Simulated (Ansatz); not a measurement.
A geometry of Y away from equilibrium: step 2 of the relaxation of a relaxed Y cell displaced along its unstable phonon at q = (½, ½, ½) of its primitive reciprocal cell (78i cm⁻¹), largest move 0.15 Å. These are PBEsol (plane waves to 420 eV, PAW, scalar-relativistic; Ansatz, a first-principles code) values and carry that method's errors. Γ-centred k-mesh 11×11×11 on the run's cell (coarser than for final values), Fermi–Dirac smearing 0.05 eV.

```xyz
4
Lattice="-6.0305 6.0932 3.3564 0.0000 0.0000 3.3564 0.0000 6.0932 0.0000" Properties=species:S:1:pos:R:3:forces:R:3 pbc="T T T" free_energy=-15178.982 pressure_GPa=0.0
Y      0.0000     3.3919     0.8538    0.0000    0.5474    0.1642
Y     -3.0152     5.7479     2.5320    0.0000   -0.5474    0.1642
Y      0.0000     0.3453    -0.0146    0.0000    0.5474   -0.1642
Y     -3.0152     2.7013     5.0200    0.0000   -0.5474   -0.1642
```

Positions in Å, forces in eV/Å, free energy of the cell in eV (comparable only within this code, potentials and settings). Largest force: 0.57 eV/Å, on Y1, Y2, Y3, Y4 (atoms numbered as listed); the geometry lies 0.33 eV/atom above the end of its relaxation.

No spin polarisation in the result.

The run could not lose the symmetry of its start.

Of the parent cell (I4₁/amd (No. 141)): it is a generated cell of Y: the first start was made by placing the elements on the sites of a structure type, and the end was not matched to a known phase here, so it may be hypothetical. Known forms of Y include space group No. 194.
